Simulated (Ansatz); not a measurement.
Ansatz (an electronic-structure program) input:

Ansatz 0.2 input:
```yaml
crystal:
  lattice:
    - [2.9761981306, 0.0, 0.0]
    - [0.0, 2.9761981306, 0.0]
    - [0.0, 0.0, 2.9761981306]
  atoms:
    - { symbol: Ru, position: [0.0, 0.0, 0.0] }
    - { symbol: Al, position: [0.5, 0.5, 0.5] }
kpoints:
  mp_grid: { grid: [29, 29, 29] }
hamiltonian:
  xc: pbesol
  pseudopotentials: { azcp: { folder: ./paw }, kind: paw }
scf:
  occupations: { method: fermi_dirac, width: 0.1 }
elastic: { mode: relaxed_ion, stencil: two_point, amplitude: 0.005, f_tol: 0.0005 }
```

Output (shortened):

```
Pseudopotential: Ru, paw, valence charge 16
Pseudopotential: Al, paw, valence charge 3
Functional definition: PBEsol
Crystal: 2 atoms, lattice volume = 26.362 Å³
Basis set: ecut = 420 eV, 485 PW (Γ), exchange–correlation on 40×40×40 points (8 copies of the dense FFT grid, shifted against one another)
Bands: 14, of which v1, the nominal top of the filled ones, is band 10 counted from 1 (9 counted from 0)
Symmetry: 48 space group operations
Space group: Pm-3m (ITA 221), of the structure as read, at distance tolerance 3.0e-5 Å
k-points: 680 of 24389
SCF iter   1: F=—  HF=-6343.406309 eV  |F-HF|=—  |Δ(HF+E_count)|=         —  Δρ=1.17e-1  dr2=4.25e0  ethr=3.10e-3  ⟨swp⟩=4.9  Hψ=48580  notcnv=0
preconditioner: auto → none
SCF iter   2: F=—  HF=-6342.744067 eV  |F-HF|=—  |Δ(HF+E_count)|=   6.62e-1  Δρ=6.92e-2  dr2=1.56e0  ethr=3.10e-3  ⟨swp⟩=3.0  Hψ=22193  notcnv=0
SCF iter   3: F=—  HF=-6342.377509 eV  |F-HF|=—  |Δ(HF+E_count)|=   3.67e-1  Δρ=4.09e-3  dr2=4.69e-3  ethr=3.10e-3  ⟨swp⟩=2.2  Hψ=16174  notcnv=0
SCF iter   4: F=—  HF=-6342.376738 eV  |F-HF|=—  |Δ(HF+E_count)|=   7.71e-4  Δρ=4.90e-4  dr2=1.26e-5  ethr=2.47e-5  ⟨swp⟩=1.4  Hψ=15592  notcnv=0
SCF iter   5: F=—  HF=-6342.376772 eV  |F-HF|=—  |Δ(HF+E_count)|=   3.44e-5  Δρ=1.25e-4  dr2=3.02e-6  ethr=6.63e-8  ⟨swp⟩=2.0  Hψ=16045  notcnv=0
SCF iter   6: F=—  HF=-6342.376771 eV  |F-HF|=—  |Δ(HF+E_count)|=   1.24e-6  Δρ=9.46e-6  dr2=2.15e-8  ethr=1.59e-8  ⟨swp⟩=2.1  Hψ=15055  notcnv=0
SCF iter   7: F=—  HF=-6342.376770 eV  |F-HF|=—  |Δ(HF+E_count)|=   1.27e-6  Δρ=4.69e-7  dr2=1.65e-11  ethr=1.13e-10  ⟨swp⟩=2.6  Hψ=14925  notcnv=0
SCF iter   8: F=—  HF=-6342.376770 eV  |F-HF|=—  |Δ(HF+E_count)|=    0.00e0  Δρ=1.10e-7  dr2=6.55e-13  ethr=8.67e-14 (applied; sched 1.00e-12)  ⟨swp⟩=1.9  Hψ=13662  notcnv=0  defer=1
SCF iter   9: F=-6342.376770 eV  HF=-6342.376770 eV  |F-HF|=1.82e-12  |Δ(HF+E_count)|=  1.82e-12  Δρ=8.35e-9  dr2=5.94e-15  ethr=1.00e-12  ⟨swp⟩=4.0  Hψ=29529  notcnv=0
SCF 1 converged in 9 iterations: F = -6342.376770 eV  dr2 = 5.94e-15
Crystal: 2 atoms, lattice volume = 26.231 Å³
Symmetry: 16 space group operations
k-points: 1800 of 24389
iter 1 solved again at ethr=9.48e-7 eV; its pass at ethr=3.10e-3 eV (dr2=1.80e-4 eV) is discarded
SCF iter   1: F=—  HF=-6342.375955 eV  |F-HF|=—  |Δ(HF+E_count)|=         —  Δρ=7.22e-4  dr2=1.42e-4  ethr=9.48e-7  ⟨swp⟩=2.2  Hψ=155655  notcnv=0  defer=18
preconditioner: auto → none
SCF iter   2: F=—  HF=-6342.375926 eV  |F-HF|=—  |Δ(HF+E_count)|=   2.87e-5  Δρ=2.85e-4  dr2=1.61e-5  ethr=7.46e-7  ⟨swp⟩=1.5  Hψ=28593  notcnv=0  defer=18
SCF iter   3: F=—  HF=-6342.375949 eV  |F-HF|=—  |Δ(HF+E_count)|=   2.30e-5  Δρ=5.96e-5  dr2=9.42e-7  ethr=8.48e-8  ⟨swp⟩=1.4  Hψ=27636  notcnv=0  defer=18
SCF iter   4: F=—  HF=-6342.375947 eV  |F-HF|=—  |Δ(HF+E_count)|=   2.25e-6  Δρ=7.46e-6  dr2=5.26e-9  ethr=4.96e-9  ⟨swp⟩=2.5  Hψ=39163  notcnv=0  defer=18
SCF iter   5: F=—  HF=-6342.375947 eV  |F-HF|=—  |Δ(HF+E_count)|=  2.17e-10  Δρ=1.48e-6  dr2=1.99e-10  ethr=2.77e-11  ⟨swp⟩=2.5  Hψ=36942  notcnv=0  defer=18
SCF iter   6: F=—  HF=-6342.375947 eV  |F-HF|=—  |Δ(HF+E_count)|=  1.18e-11  Δρ=2.34e-7  dr2=8.27e-12  ethr=1.05e-12  ⟨swp⟩=2.2  Hψ=38109  notcnv=0  defer=18
SCF iter   7: F=—  HF=-6342.375947 eV  |F-HF|=—  |Δ(HF+E_count)|=  9.09e-13  Δρ=5.41e-8  dr2=5.12e-13  ethr=4.35e-14 (applied; sched 1.00e-12)  ⟨swp⟩=2.8  Hψ=43380  notcnv=0  defer=21
SCF iter   8: F=-6342.375947 eV  HF=-6342.375947 eV  |F-HF|=0.00e0  |Δ(HF+E_count)|=  1.82e-12  Δρ=5.74e-9  dr2=9.90e-15  ethr=1.00e-12  ⟨swp⟩=4.0  Hψ=77349  notcnv=0
SCF 2 converged in 8 iterations: F = -6342.375947 eV  dr2 = 9.90e-15
Crystal: 2 atoms, lattice volume = 26.494 Å³
iter 1 solved again at ethr=1.12e-10 eV; its pass at ethr=3.10e-3 eV (dr2=2.13e-8 eV) is discarded
SCF iter   1: F=—  HF=-6342.376175 eV  |F-HF|=—  |Δ(HF+E_count)|=         —  Δρ=3.87e-5  dr2=2.44e-8  ethr=1.12e-10  ⟨swp⟩=3.0  Hψ=160865  notcnv=0  defer=11
preconditioner: auto → none
SCF iter   2: F=—  HF=-6342.376198 eV  |F-HF|=—  |Δ(HF+E_count)|=   2.22e-5  Δρ=1.92e-5  dr2=4.08e-9  ethr=1.12e-10  ⟨swp⟩=2.4  Hψ=41310  notcnv=0  defer=11
SCF iter   3: F=—  HF=-6342.376198 eV  |F-HF|=—  |Δ(HF+E_count)|=   1.05e-8  Δρ=3.62e-6  dr2=3.61e-10  ethr=2.15e-11  ⟨swp⟩=1.0  Hψ=25181  notcnv=0  defer=11
SCF iter   4: F=—  HF=-6342.376198 eV  |F-HF|=—  |Δ(HF+E_count)|=  4.18e-10  Δρ=4.94e-7  dr2=2.57e-11  ethr=1.90e-12  ⟨swp⟩=2.0  Hψ=33519  notcnv=0  defer=11
SCF iter   5: F=—  HF=-6342.376198 eV  |F-HF|=—  |Δ(HF+E_count)|=  9.09e-12  Δρ=1.39e-7  dr2=4.22e-12  ethr=1.35e-13 (applied; sched 1.00e-12)  ⟨swp⟩=1.0  Hψ=25276  notcnv=0  defer=19
SCF iter   6: F=-6342.376198 eV  HF=-6342.376198 eV  |F-HF|=0.00e0  |Δ(HF+E_count)|=  1.82e-12  Δρ=1.06e-8  dr2=2.51e-14  ethr=1.00e-12  ⟨swp⟩=2.9  Hψ=90522  notcnv=0
SCF 3 converged in 6 iterations: F = -6342.376198 eV  dr2 = 2.51e-14
Crystal: 2 atoms, lattice volume = 26.362 Å³
Symmetry: 8 space group operations
k-points: 3375 of 24389
iter 1 solved again at ethr=7.78e-8 eV; its pass at ethr=3.10e-3 eV (dr2=1.48e-5 eV) is discarded
SCF iter   1: F=—  HF=-6342.376474 eV  |F-HF|=—  |Δ(HF+E_count)|=         —  Δρ=3.55e-4  dr2=2.56e-5  ethr=7.78e-8  ⟨swp⟩=3.5  Hψ=309281  notcnv=0  defer=32
preconditioner: auto → none
SCF iter   2: F=—  HF=-6342.376492 eV  |F-HF|=—  |Δ(HF+E_count)|=   1.84e-5  Δρ=1.28e-4  dr2=2.78e-6  ethr=7.78e-8  ⟨swp⟩=2.0  Hψ=73127  notcnv=0  defer=32
SCF iter   3: F=—  HF=-6342.376492 eV  |F-HF|=—  |Δ(HF+E_count)|=   7.00e-7  Δρ=2.27e-5  dr2=5.35e-8  ethr=1.46e-8  ⟨swp⟩=1.0  Hψ=47339  notcnv=0  defer=32
SCF iter   4: F=—  HF=-6342.376490 eV  |F-HF|=—  |Δ(HF+E_count)|=   1.42e-6  Δρ=3.15e-6  dr2=4.58e-10  ethr=2.81e-10  ⟨swp⟩=1.6  Hψ=58012  notcnv=0  defer=32
SCF iter   5: F=—  HF=-6342.376490 eV  |F-HF|=—  |Δ(HF+E_count)|=  3.75e-10  Δρ=3.90e-7  dr2=2.89e-11  ethr=2.41e-12  ⟨swp⟩=2.1  Hψ=71245  notcnv=0  defer=32
SCF iter   6: F=—  HF=-6342.376490 eV  |F-HF|=—  |Δ(HF+E_count)|=  7.28e-12  Δρ=6.23e-8  dr2=4.41e-13  ethr=1.52e-13 (applied; sched 1.00e-12)  ⟨swp⟩=2.7  Hψ=78596  notcnv=0  defer=36
SCF iter   7: F=-6342.376490 eV  HF=-6342.376490 eV  |F-HF|=0.00e0  |Δ(HF+E_count)|=    0.00e0  Δρ=8.79e-9  dr2=8.67e-15  ethr=1.00e-12  ⟨swp⟩=4.0  Hψ=144944  notcnv=0
SCF 4 converged in 7 iterations: F = -6342.376490 eV  dr2 = 8.67e-15
Crystal: 2 atoms, lattice volume = 26.362 Å³
iter 1 solved again at ethr=6.51e-11 eV; its pass at ethr=3.10e-3 eV (dr2=1.24e-8 eV) is discarded
SCF iter   1: F=—  HF=-6342.376465 eV  |F-HF|=—  |Δ(HF+E_count)|=         —  Δρ=2.19e-5  dr2=1.20e-8  ethr=6.51e-11  ⟨swp⟩=2.8  Hψ=294991  notcnv=0  defer=22
preconditioner: auto → none
SCF iter   2: F=—  HF=-6342.376490 eV  |F-HF|=—  |Δ(HF+E_count)|=   2.54e-5  Δρ=1.06e-5  dr2=3.39e-9  ethr=6.32e-11  ⟨swp⟩=2.0  Hψ=79032  notcnv=0  defer=22
SCF iter   3: F=—  HF=-6342.376490 eV  |F-HF|=—  |Δ(HF+E_count)|=   3.64e-9  Δρ=2.65e-6  dr2=1.02e-10  ethr=1.79e-11  ⟨swp⟩=2.0  Hψ=63731  notcnv=0  defer=22
SCF iter   4: F=—  HF=-6342.376490 eV  |F-HF|=—  |Δ(HF+E_count)|=  2.15e-10  Δρ=4.01e-7  dr2=2.99e-12  ethr=5.34e-13 (applied; sched 1.00e-12)  ⟨swp⟩=2.0  Hψ=79619  notcnv=0  defer=36
SCF iter   5: F=—  HF=-6342.376490 eV  |F-HF|=—  |Δ(HF+E_count)|=  7.28e-12  Δρ=9.74e-8  dr2=9.56e-13  ethr=1.57e-14 (applied; sched 1.00e-12)  ⟨swp⟩=1.0  Hψ=47280  notcnv=0  defer=36
SCF iter   6: F=-6342.376490 eV  HF=-6342.376490 eV  |F-HF|=1.82e-12  |Δ(HF+E_count)|=  3.64e-12  Δρ=6.96e-9  dr2=1.28e-14  ethr=1.00e-12  ⟨swp⟩=2.3  Hψ=159797  notcnv=0
SCF 5 converged in 6 iterations: F = -6342.376490 eV  dr2 = 1.28e-14
SCF converged after 9 iterations
Free energy (F): -6342.376770 eV
Harris-Foulkes:  -6342.376770 eV  (|F-HF|=1.82e-12)
Internal energy: -6342.326309 eV  (E = F + TS)
E sigma→0 (E₀):  -6342.351539 eV
Entropy (-TS):   -0.050461 eV (-25.230 meV/atom)
Fermi energy:    16.197091 eV
--- Per-component energies (eV) ---
  E_band       = -118.672958
  E_kinetic    = 488.732821
  E_local      = -1797.656232  (includes V_loc(G=0)·N_el)
  E_nonlocal   = 427.505540
  E_hartree    = 651.092955
  E_xc         = -208.495854
  E_vxc        = -246.451963  (∫ρ·V_xc dr)
  E_paw        = -3898.631607  (= ΣΔE_a)
  E_vpaw       = -292.989684  (= ΣTr[D̂ρ^β])
  E_aug_tail   = 0.000651  (compensation charges beyond the density's cutoff)
  E_ewald      = -2005.147018
  E_core_change = 0.272436  (= ΣΔE_core)
  E_smearing   = -0.050461  (= −TS)
  E_closure    = 0.000000  (closes the sum)
  Σ components = -6342.376770   (vs F -6342.376770, Δ=0.00e0)
  [band-id]    e_kinetic+e_local+e_nonlocal+2·e_hartree+e_vxc+e_vpaw+e_augmentation_tail = -118.672958   (vs E_band -118.672958, Δ=6.83e-7)
--- Forces (eV/Å), atoms counted from 1 ---
  atom   1  Ru     0.00000000     0.00000000     0.00000000
  atom   2  Al     0.00000000     0.00000000     0.00000000
  max |Σ_I F_I| component: 0.0 eV/Å
--- Stress (GPa, compression-positive) ---
        0.142573       0.000000       0.000000
        0.000000       0.142573       0.000000
        0.000000       0.000000       0.142573
  P = ⅓ Tr σ = 0.1426 GPa (1.426 kbar)
--- Band table (eV; the first three rows and the last of 680) ---
  k-point 0: bands = ["-55.5474", "-25.5130", "-25.5130", "-25.5130", "6.4217", "12.5061", "12.5061", "16.3769", "16.3769", "16.3769", "22.3226", "22.3226", "22.3226", "27.2277"]
  k-point 1: bands = ["-55.5472", "-25.5157", "-25.5128", "-25.5128", "6.4449", "12.5144", "12.5150", "16.3463", "16.3463", "16.3799", "22.1994", "22.3703", "22.3703", "27.1720"]
  k-point 2: bands = ["-55.5466", "-25.5235", "-25.5122", "-25.5122", "6.5142", "12.5389", "12.5402", "16.2583", "16.2583", "16.3886", "21.8685", "22.5098", "22.5098", "27.0112"]
  k-point 679: bands = ["-55.4977", "-25.6834", "-25.6833", "-25.6833", "11.4552", "11.4775", "11.4775", "17.7947", "17.7947", "18.9147", "20.1948", "20.3582", "20.3582", "24.9142"]
--- Elastic constants: 2 strain directions × 2 members + reference (group order 48) ---
  dense FFT box of the reference and of every strained cell: 20×20×20
  strains applied: 11, 23; error gains: componentwise 1.00 (the most a stress slope's error grows in a printed constant), spectral 1.73 (1 for all six strains …
  C = ∂σ_k/∂η_j (tension-positive GPa; Voigt order 11 22 33 23 13 12):
       339.836    159.134    159.134      0.000      0.000      0.000
       159.134    339.836    159.134      0.000      0.000      0.000
       159.134    159.134    339.836      0.000      0.000      0.000
         0.000      0.000      0.000    136.199      0.000      0.000
         0.000      0.000      0.000      0.000    136.199      0.000
         0.000      0.000      0.000      0.000      0.000    136.199
  reference stress σ⁰ (GPa):     -0.143     -0.143     -0.143      0.000      0.000      0.000
  C* (energy form; C + prestress term) asymmetry max|C*_kj − C*_jk| = 2.842e-14 GPa — a small one proves nothing (zero by symmetry where the batch's group is …
  moduli (Voigt/Reuss/Hill, GPa): K = 219.37/219.37/219.37   G = 117.86/113.22/115.54   E = 294.85   ν = 0.276
  mechanically stable: yes (min eigenvalue of sym C = 136.20 GPa)
  where every solve meets its electron count the energy-path curvature estimates C_jj along a normal strain and C_jj − ¼(σ⁰_aa + σ⁰_bb) along a shear (ab), of …
  strain η (Voigt 11):  stress-route row diagonal C_11 = 339.84 GPa, energy-path curvature d²(F+E_count+ΔE)/dδ²/Ω₀ = 339.78 GPa
         δ    σ_11 (GPa)             F (eV)   n_scf  n_hpsi   n_pw
    -5.000e-3      -1.8722       -6342.3759468       8  472049    531   relax 0 steps, max|allowed force component| 0.0 eV/Å
     5.000e-3       1.5261       -6342.3761976       6  401885    536   relax 0 steps, max|allowed force component| 0.0 eV/Å
  strain η (Voigt 23):  stress-route row diagonal C_44 = 136.20 GPa, energy-path curvature d²(F+E_count+ΔE)/dδ²/Ω₀ = 136.28 GPa
         δ    σ_23 (GPa)             F (eV)   n_scf  n_hpsi   n_pw
    -5.000e-3      -0.6810       -6342.3764902       7  829822    536   relax 0 steps, max|allowed force component| 0.0 eV/Å
     5.000e-3       0.6810       -6342.3764902       6  771732    536   relax 0 steps, max|allowed force component| 0.0 eV/Å
```

Cost: around 7 core-minutes (rough) on shared cores.

The PBEsol relaxation kept the symmetry of its start. The run is not spin-polarised. As this level gives no gap, shear constants depend on the k-mesh and smearing (Fermi–Dirac, 0.1 eV here). Scalar-relativistic: spin–orbit coupling is off unless named, which matters more the heavier the elements.

Potentials: the earlier of the program's two PAW sets. The files were generated under PBE; for other functionals the program regenerates the frozen cores, and for LDA and PBEsol the local potential too.

Ansatz is a plane-wave DFT program.
